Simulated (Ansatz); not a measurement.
# LaSi₂Ru₂: reading a single point

```
La Ru Si
1.0
     0.00000    4.23113    0.00000
     4.23113    0.00000    0.00000
     2.11556    2.11556   -4.92563
La Ru Si
1 2 2
Cartesian
  0.0000 0.0000 0.0000
  2.1156 4.2311 -2.4628
  4.2311 2.1156 -2.4628
  2.1156 2.1156 -1.2708
  4.2311 4.2311 -3.6548
```

Single point in Ansatz 0.2.0 with r2SCAN, no spin polarisation. Cutoff 500 eV, PAW datasets, 7×7×7 Γ-centred k mesh, gaussian filling (width 0.015 eV).

Problem. Is the cell too large or too small?

Solution. The pressure is -1.8 GPa (compression positive), so with the atoms held at these fractions the cell would first shrink; the forces are large, so a full relaxation may end otherwise. The principal stresses -2.2, -2.2, -1.1 GPa differ, so its shape would change too.

Problem. Is it stable against the elements?

Solution. -0.91 eV an atom against the elements' usual phases (free molecules for gases, crystals otherwise, with no correction for O₂ or N₂), so it is bound against them; other compounds may still compete. Relaxing would lower it.

Problem. How is the charge shared?

Solution. Bader charges in e: La +1.57, Si +0.07, Ru -0.86. In the mean La gives up most and Ru takes most.

Problem. Which atom feels the largest force, and which way?

Solution. The largest is on Si4 (and as large on other atoms): 1.39 eV/Å, components (0.00, 0.00, -1.39). It makes 61° with the line to a nearest neighbour, Ru2 at 2.43 Å.

Problem. Is there a gap?

Solution. It is a metal, with about 2.8 states/eV a cell as the mean within 0.25 eV of the Fermi level, mostly Ru d (46 %), La d (22 %) and Si p (19 %).

Origin: a known structure type with other elements, at an estimated volume, so it need not be a known compound. Caveats: f levels without a U or exact exchange are poorly placed.
